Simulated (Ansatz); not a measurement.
Here is the system:

Na:
Space group Im-3m (No. 229); a = b = c = 4.2239 Å, α = β = γ = 90.00°

```tsv
atom	site	symmetry	x	y	z
Na	2a	m-3m	0.0000	0.0000	0.0000
```
(The calculation used a cell of 1 atom; values per cell refer to that cell.)

This is the r²SCAN-relaxed structure.

Q: All from DFT-r²SCAN in the program Ansatz with PAW potentials, unless another level is named. Predict the Hill bulk and shear moduli.

A: 7.6 and 2.9 GPa.

Q: Predict the elastic constants (relaxed ions, GPa).

A: C11 = 8.7, C12 = 7.1, C44 = 6.3.

Symmetry was held in the r²SCAN relaxation. As this level gives no gap, shear constants depend on the k-mesh and smearing (Fermi–Dirac, 0.1 eV here).

Potentials: the earlier of the program's two PAW sets. The files were generated under PBE; for other functionals the program regenerates the frozen cores, and for LDA and PBEsol the local potential too.
